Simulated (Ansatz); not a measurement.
Here is the system:

Starting cell, TiO (space group C2/m):

```xyz
10
Lattice="4.5629 -2.0425 0.0000 4.5629 2.0425 0.0000 -1.7015 0.0000 5.4416" Properties=species:S:1:pos:R:3 pbc="T T T"
Ti     5.4135     0.0000     1.7583
Ti     2.0108     0.0000     3.6833
Ti     4.6641     0.0000     4.5316
Ti     2.7602     0.0000     0.9100
Ti     8.2751     0.0000     2.7208
O      4.5629     0.0000     0.0000
O      7.3067     0.0000     0.9182
O      0.1176     0.0000     4.5233
O      6.4659     0.0000     3.5840
O      0.9584     0.0000     1.8576
```

The atoms are displaced by Q × the pattern below (from a DFPT mode at Γ, largest move 1; Q in Å), at fixed cell.

```
atom       x      y       z
----  ------  -----  ------
Ti1   -0.092  0.000  -0.419
Ti2    0.092  0.000   0.419
Ti3   -0.193  0.000   0.132
Ti4    0.193  0.000  -0.132
O7    -0.449  0.000   0.165
O8     0.449  0.000  -0.165
O9     0.340  0.000   0.940
O10   -0.340  0.000  -0.940
```

Atoms not listed stay in place.

These are LDA (plane waves to 420 eV, PAW, scalar-relativistic; Ansatz, a program for electronic structure) values and carry that method's errors. k mesh 12×12×8 (Γ-centred), Fermi-Dirac smearing 0.05 eV. The energy includes the smearing's −TS. With partly filled bands, energies and forces of such displacements shift with the k mesh and the smearing. TiO is run without spin polarisation and with no Hubbard U. TiO was relaxed with its symmetry unable to fall. ΔE is measured from the undisplaced structure.

The scan covers Q from -0.280 to 0.280 Å in 13 points.

**Question.** Is the energy the same for displacements of ±0.280 Å, and if not, which side lies higher?

**Answer.** Not even: the negative side lies higher at ±0.280 Å.

**Question.** Is this a single well or a double well?

**Answer.** A single well with its minimum at or next to zero displacement.

**Question.** What is the energy change at Q = 0.280 Å?

**Answer.** 1342 meV/cell.

**Question.** What harmonic wavenumber does the curvature at Q = 0 give?

**Answer.** 432 cm⁻¹.

(A displaced cell: forces are minus the slopes of the energy, force constants its curvatures, and phonons follow from these.)
